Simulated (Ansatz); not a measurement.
Values for one crystal, relaxed and computed with DFT-PBEsol in the program Ansatz with PAW potentials; other levels are named.

| Property | Result |
|---|---|
| Volume per atom | 10.48 Å³ |
| Electronic character | metallic (no gap) |
| Formation energy from the elements (no fitted shifts) | -0.63 eV/atom |
| Density of states at the Fermi level | 0.66 states/eV per atom (mean over ±0.08 eV) |

### Question
Which of these materials gives this?
A) VSi2, P6_222 (V on 3d, Si on 6j)
B) Fe2O3, corundum
C) CoO, Cmc2_1 (Co on 4a, O on 4a)
D) LaSb, rock salt

### Answer
C, CoO, Cmc2_1 (Co on 4a, O on 4a)

The workflow started from a Materials Project entry (that database holds measured and hypothetical structures alike); the Crystallography Open Database copy checked does not list it. It is not the phase usual at ambient conditions (space group No. 225). Symmetry was held in the PBEsol relaxation, as lowered by the spin order; whether a distortion lowers the energy is not shown. The final state is antiferromagnetic, chosen from 5 collinear starts compared on coarse meshes (ties went to the first, and starts can fall back to one state), not a proven ground state. No Hubbard U is applied. The compound may be a true metal, but semilocal functionals without U, or a wrong spin order, can also close a gap. The references are the lowest solids computed at this level, not always the standard phases (solids in place of the gases).

Potentials: the later of the program's two PAW sets.
